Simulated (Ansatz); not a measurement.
Task: Each is relaxed and computed with DFT-PBEsol in the program Ansatz with PAW potentials. Which is the only metal?
A. HfO2, P4_2/nmc (Hf on 2a, O on 4d)
B. SiC, P6_422 (Si on 3c, C on 3d)
C. HfSi, Pnma (Si on 4c, Hf on 4c)
D. CaGeO3, Pnma (Ca on 4c, Ge on 4b, O on 8d, O on 4c)

Result: C, HfSi, Pnma (Si on 4c, Hf on 4c). HfSi: metal; SiC: gap 0.77 eV (indirect); HfO2: gap 4.57 eV (indirect); CaGeO3: gap 2.34 eV (indirect). Typed or built starts, not in the databases checked: SiC, P6_422 (Si on 3c, C on 3d). Not the usual ambient phase: SiC, P6_422 (Si on 3c, C on 3d); HfO2, P4_2/nmc (Hf on 2a, O on 4d). Standing as an ambient phase not checked: HfSi, Pnma (Si on 4c, Hf on 4c); CaGeO3, Pnma (Ca on 4c, Ge on 4b, O on 8d, O on 4c). All cells were relaxed under the symmetry of their starts (and spin orders); stability against distortions was not tested throughout. Rows with no word on spin ran without spin polarisation. Spin–orbit coupling is left out wherever it is not named.

Potentials: the later of the program's two PAW sets.
